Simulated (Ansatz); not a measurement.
According to DFT-r²SCAN in the program Ansatz with PAW potentials, InSb in the hexagonal phase (P6_222; In on 3d, Sb on 3c) relaxes to a = 4.638 Å, c = 10.182 Å. Against the elements it lies at -118 meV/atom, with no fitted shifts.

Electronic character: no gap, with almost no states at the Fermi level (zero-gap or semimetallic).

Bader charges are In +0.51, Sb -0.51 e.

The start of the workflow was typed in or built on a structure type; neither database checked (COD, Materials Project) lists it. It is not the phase usual at ambient conditions (space group No. 216). The r²SCAN relaxation kept the symmetry of its start; its stability against distortions is not shown here. The references are the lowest solids computed at this level, not always the standard phases. Spin–orbit coupling is left out wherever it is not named.

Potentials: the earlier of the program's two PAW sets.
